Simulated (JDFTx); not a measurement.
Mo(110) slab cut from bulk Mo (space group Im-3m, indices of the conventional cell, lattice of the Materials Project entry mp-129, not re-optimised): 5 atoms in 5 planes, a (1×1) cell of 7.09 Å² (|a| = 3.168, |b| = 2.743 Å), 8.8 Å between the outermost planes, cell height 28.0 Å, 10×10×1 k mesh, Fermi smearing 0.01 Ha, no spin polarisation.

Adsorbate: F on both faces at 1.00 monolayer, started hollow and relaxed in vacuum, keeping the symmetry of the start.

Computed with JDFTx (a modified build): PBE, GBRV ultrasoft potentials, plane waves to 20/100 Ha. The adsorption energy per F is [E(slab + 2 F) − E(slab)]/2 − (½ E(F2)), with the gas molecules relaxed at the same level and slab energies taken as (E + F)/2, the usual estimate of zero smearing. No zero-point energy or vibrational entropy is included. Reconstruction of the substrate beyond this cell is outside the model.

Q: Predict the adsorption energy and the geometry, and the change of the work function.

A: -3.70 eV. F sits 1.48 Å above the highest substrate atom, bound to 3 Mo at 2.10 Å. The work function goes from 4.61 to 5.62 eV. In CANDLE, water, 1 M NaF, at zero charge, the adsorption energy is -3.70 eV and the potential of zero charge moves from -0.20 to 1.07 V vs SHE (4.44 V convention).
